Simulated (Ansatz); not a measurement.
**FeCuSO: input and output**

input.yaml (Ansatz 0.2.0)

```yaml
crystal:
  lattice:
    - [3.876054, 0.0, 0.0]
    - [0.0, 3.876054, 0.0]
    - [0.0, 0.0, 8.767494]
  atoms:
    - { symbol: Cu, position: [0.75, 0.25, 0.5] }
    - { symbol: Cu, position: [0.25, 0.75, 0.5] }
    - { symbol: S, position: [0.25, 0.25, 0.3442] }
    - { symbol: S, position: [0.75, 0.75, 0.6558] }
    - { symbol: Fe, position: [0.25, 0.75, 0.0] }
    - { symbol: Fe, position: [0.75, 0.25, 0.0] }
    - { symbol: O, position: [0.25, 0.25, 0.9256] }
    - { symbol: O, position: [0.75, 0.75, 0.0744] }
  symmetry: { tolerance: 0.0003 }
kpoints:
  mp_grid: { grid: [9, 9, 4], shift: [0, 0, 0] }
  band_path:
    path:
      - [0.0, 0.0, 0.0]
      - [0.0, 0.5, 0.0]
      - [0.5, 0.5, 0.0]
      - [0.0, 0.0, 0.0]
      - [0.0, 0.0, 0.5]
      - [0.0, 0.5, 0.5]
      - [0.5, 0.5, 0.5]
      - [0.0, 0.0, 0.5]
    npoints: 7
magnetization:
  spin_polarized: false
scf:
  occupations: { method: fermi_dirac, width: 0.0427 }
  lower_state_search: "off"
  max_iter: 200
hamiltonian:
  pseudopotentials: { kind: paw }
  xc: r2scan
basis:
  ecutwfc: 500
  fft_grid_basis: typed
output:
  forces: true
  stress: true
  eigenvalues: true
  bader: true
  populations: true
  elf: true
  write_potential: true
  volumetric_format: npy
  dos:
    e_range: [-12, 8]
    de: 0.05
    projected: { site_lists: { Cu: [Cu], Fe: [Fe], O: [O], S: [S] } }
checkpoint:
  read: saved_state
```

The run starts from an earlier solution of this cell. 

Excerpt of what it printed:

```
Pseudopotentials: kind: paw
Pseudopotential: Cu, paw, valence charge 19, recommended cutoff 500 eV (meta_gga), Cu.paw.azcp
Pseudopotential: S, paw, valence charge 6, recommended cutoff 500 eV (meta_gga), S.paw.azcp
Pseudopotential: Fe, paw, valence charge 16, recommended cutoff 500 eV (meta_gga), Fe.paw.azcp
Pseudopotential: O, paw, valence charge 6, recommended cutoff 500 eV (meta_gga), O.paw.azcp
Functional definition: r2SCAN
  exchange = r2scan_x(k0 = k0, k1 = k1, a1 = a1)
  correlation = r2scan_c
Crystal: 8 atoms, lattice volume = 131.721 Å³
Basis set: ecut = 500 eV, 3331 PW (Γ), exchange–correlation on 120×120×256 points (64 copies of the dense FFT grid, shifted against one another)
Bands: 57, of which v1, the nominal top of the filled ones, is band 47 counted from 1 (46 counted from 0)
Symmetry: 16 space group operations
Space group: P4/nmm (ITA 129), of the structure as read, at distance tolerance 1.5e-3 Å
k-points: 45 of 324
Initial density: read from a saved state, or passed on in memory by an earlier SCF of this step, an earlier step, the calling program or the single point that the run made first
Functional: x = r2scan, c = r2scan; τ floored in thin density (d = 2e-4 eV/Å³)
SCF iter   1: F=-25177.6154 eV  Δρ=5.61e-3  dr2=3.77e-2  dr2_τ=1.11e-2
SCF iter   2: F=-25177.6493 eV  Δρ=2.00e-3  dr2=1.80e-3  dr2_τ=1.18e-4
SCF iter   3: F=-25177.6440 eV  Δρ=2.73e-3  dr2=7.54e-3  dr2_τ=1.09e-4
SCF iter   4: F=-25177.6503 eV  Δρ=3.42e-4  dr2=1.08e-4  dr2_τ=2.93e-6
SCF iter   5: F=-25177.6500 eV  Δρ=4.90e-4  dr2=4.49e-4  dr2_τ=2.60e-6
SCF iter   6: F=-25177.6504 eV  Δρ=2.12e-4  dr2=2.55e-5  dr2_τ=9.49e-7
SCF iter   7: F=-25177.6504 eV  Δρ=1.67e-4  dr2=3.96e-5  dr2_τ=2.54e-7
SCF iter   8: F=-25177.6504 eV  Δρ=1.74e-5  dr2=4.23e-7  dr2_τ=1.39e-8
SCF iter   9: F=-25177.6504 eV  Δρ=5.67e-6  dr2=7.24e-8  dr2_τ=9.70e-10
Free energy (F): -25177.6504 eV
Harris-Foulkes:  -25177.6504 eV  (|F-HF|=6.74e-8)
Internal energy: -25177.5664 eV  (E = F + TS)
E sigma→0 (E₀):  -25177.6084 eV
Entropy (-TS):   -0.0840 eV (-10.498 meV/atom)
Fermi energy:    7.4227 eV
--- Forces (eV/Å), atoms counted from 1 ---
  atom   1  Cu     0.0000     0.0000     0.0000
  atom   2  Cu     0.0000     0.0000     0.0000
  atom   3  S      0.0000     0.0000     0.6538
  atom   4  S      0.0000     0.0000    -0.6538
  atom   5  Fe     0.0000     0.0000     0.0000
  atom   6  Fe     0.0000     0.0000     0.0000
  atom   7  O      0.0000     0.0000     1.5916
  atom   8  O      0.0000     0.0000    -1.5916
--- Stress (GPa, compression-positive) ---
      -19.9586       0.0000       0.0000
        0.0000     -19.9586       0.0000
        0.0000       0.0000      -8.8505
  P = ⅓ Tr σ = -16.2559 GPa (-162.559 kbar)
--- Löwdin populations: 8 sites ---
  site symbol       q [e]
     0     Cu     18.2658
     1     Cu     18.2658
     2      S      6.6535
     3      S      6.6535
     4     Fe     15.1032
     5     Fe     15.1032
     6      O      6.7067
     7      O      6.7067
  spilling = 0.0058 (of n_electrons = 94.0000)
--- Bader charges: 8 sites ---
  site symbol  charge [e]  shift [e]
     0     Cu      0.6129     0.0013
     1     Cu      0.6129     0.0013
     2      S     -0.7209     0.0013
     3      S     -0.7209     0.0013
     4     Fe      1.1899     0.0000
     5     Fe      1.1900     0.0000
     6      O     -1.0820     0.0000
     7      O     -1.0820     0.0000
```

Origin: a database entry at a rescaled volume. Caveats: no spin polarisation, so a magnetic state may lie lower; atoms or cell far from equilibrium.
